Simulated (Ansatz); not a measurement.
Ansatz input

```yaml
crystal:
  lattice:
    - [2.5906858287, 0.0, 0.0]
    - [-1.2953429144, 2.2435997409, 0.0]
    - [0.0, 0.0, 8.4952223351]
  atoms:
    - { symbol: Ni, position: [0.0, 1.0, 0.0] }
    - { symbol: Ni, position: [0.0, 1.0, 0.5] }
    - { symbol: Ni, position: [0.3333333333, 0.6666666667, 0.25] }
    - { symbol: Ni, position: [0.6666666667, 0.3333333333, 0.75] }
hamiltonian:
  xc: blyp
  pseudopotentials:
    kind: paw
    azcp:
      Ni: "pseudopotentials/Ni.paw.azcp"
basis:
  ecutwfc: 420
  fft_grid_basis: typed
kpoints:
  mp_grid: { grid: [16, 16, 5], shift: [0, 0, 0] }
magnetization:
  spin_polarized: false
scf:
  occupations: { method: fermi_dirac, width: 0.1 }
  lower_state_search: "off"
output:
  stress: true
```

Terminal output

```
Engine: ansatz 0.2.0, x86_64-unknown-linux-gnu
Pseudopotentials: kind: paw
Pseudopotential: Ni, paw, valence charge 18, recommended cutoff 420 eV (normal) 
Functional definition: BLYP
  parameter beta = 0.0042
  parameter a = 0.04918
  parameter b = 0.132
  parameter c = 0.2533
  parameter d = 0.349
  exchange = b88_x(beta = beta)
  correlation = lyp_c(a = a, b = b, c = c, d = d)
Crystal: 4 atoms, lattice volume = 49.378 Å³
Basis set: ecut = 420 eV, 995 PW (Γ), exchange–correlation on 36×36×120 points (8 copies of the dense FFT grid, shifted against one another)
Bands: 44, of which v1, the nominal top of the filled ones, is band 36 counted from 1 (35 counted from 0)
Symmetry: 24 space group operations
Space group: P63/mmc (ITA 194), of the structure as read, at distance tolerance 3.7e-5 Å
k-points: 90 of 1280
Non-local potential: Ni, projectors of the file, l = 0: 3, l = 1: 2, l = 2: 3, l = 3: 1
PAW form: soft (Blöchl's): semilocal exchange-correlation on the pseudo side does not see the compensation charge
PAW frozen core: Ni, regenerated for the run's functional, and the local potential with it (the file was generated under x = pbe(κ = 0.804, μ = 0.2195149727645171), c = pbe(β = 0.06672455060314922))
PAW one-centre angular grid: Ni, 590 points (default); XC on 64 Gauss nodes
Initial density: superposition of atomic densities (neutral atoms: chi_scale 0, normalization atom), corrected by the library's trained network
Initial wavefunctions: pseudopotential atomic-orbital guess
Functional: x = b88, c = lyp
SCF iter   1: F=—  HF=-23392.956824 eV  |F-HF|=—  |Δ(HF+E_count)|=         —  Δρ=2.66e-2  dr2=2.45e-1  ethr=1.77e-3  ⟨swp⟩=5.3  Hψ=12187  notcnv=0  defer=46
SCF iter   2: F=—  HF=-23392.926788 eV  |F-HF|=—  |Δ(HF+E_count)|=   3.00e-2  Δρ=9.04e-3  dr2=3.64e-2  ethr=3.40e-4  ⟨swp⟩=2.1  Hψ=5254  notcnv=0  defer=98
SCF iter   3: F=—  HF=-23392.921168 eV  |F-HF|=—  |Δ(HF+E_count)|=   5.62e-3  Δρ=3.84e-3  dr2=6.90e-3  ethr=5.06e-5  ⟨swp⟩=1.0  Hψ=3870  notcnv=0  defer=98
SCF iter   4: F=—  HF=-23392.920811 eV  |F-HF|=—  |Δ(HF+E_count)|=   3.56e-4  Δρ=1.05e-3  dr2=2.36e-4  ethr=9.59e-6  ⟨swp⟩=2.2  Hψ=5336  notcnv=0  defer=98
SCF iter   5: F=—  HF=-23392.921012 eV  |F-HF|=—  |Δ(HF+E_count)|=   2.01e-4  Δρ=3.37e-4  dr2=4.33e-5  ethr=3.27e-7  ⟨swp⟩=2.1  Hψ=6776  notcnv=0  defer=98
SCF iter   6: F=—  HF=-23392.921014 eV  |F-HF|=—  |Δ(HF+E_count)|=   1.77e-6  Δρ=9.86e-5  dr2=3.14e-6  ethr=6.02e-8  ⟨swp⟩=2.5  Hψ=5739  notcnv=0  defer=98
SCF iter   7: F=—  HF=-23392.921015 eV  |F-HF|=—  |Δ(HF+E_count)|=   1.22e-6  Δρ=6.17e-5  dr2=7.96e-7  ethr=4.37e-9  ⟨swp⟩=2.0  Hψ=4675  notcnv=0  defer=98
SCF iter   8: F=-23392.921015 eV  HF=-23392.921015 eV  |F-HF|=3.84e-8  |Δ(HF+E_count)|=   4.56e-8  Δρ=2.01e-5  dr2=9.28e-8  ethr=1.39e-10  ⟨swp⟩=4.2  Hψ=16368  notcnv=0
SCF 1 converged in 8 iterations: F = -23392.921015 eV  dr2 = 9.28e-8
SCF converged after 8 iterations
Free energy (F): -23392.921015 eV
Harris-Foulkes:  -23392.921015 eV  (|F-HF|=3.84e-8)
Internal energy: -23392.528861 eV  (E = F + TS)
E sigma→0 (E₀):  -23392.724938 eV
Entropy (-TS):   -0.392154 eV (-98.039 meV/atom)
Fermi energy:    15.724306 eV
--- Per-component energies (eV) ---
  E_band       = -1273.815363
  E_kinetic    = 1126.687520
  E_local      = -14584.299871  (includes V_loc(G=0)·N_el)
  E_nonlocal   = 2532.689993
  E_hartree    = 6092.807475
  E_xc         = -328.844903
  E_vxc        = -422.880438  (∫ρ·V_xc dr)
  E_paw        = -6570.680277  (= ΣΔE_a)
  E_vpaw       = -2111.666389  (= ΣTr[D̂ρ^β])
  E_aug_tail   = 0.001711  (compensation charges beyond the density's cutoff)
  E_ewald      = -11660.905858
  E_core_change = 0.015349  (= ΣΔE_core)
  E_smearing   = -0.392154  (= −TS)
  E_closure    = -0.000000  (closes the sum)
  Σ components = -23392.921015   (vs F -23392.921015, Δ=0.00e0)
--- Stress (GPa, compression-positive) ---
      -10.782112      -0.000000       0.000000
       -0.000000     -10.782112       0.000000
        0.000000       0.000000     -10.795679
  P = ⅓ Tr σ = -10.7866 GPa (-107.866 kbar)
```

Command:

```sh
ansatz run input.yaml --threads 2 --pin off --max-ram 5120MiB --backend cpu --events-out ev --progress --plain --runs-dir out
```

On 2 threads of AMD EPYC 7R43 64-Core Processor (Zen 3) (shared host) this took about 4.4 s of wall time and 8.3 s of CPU time.
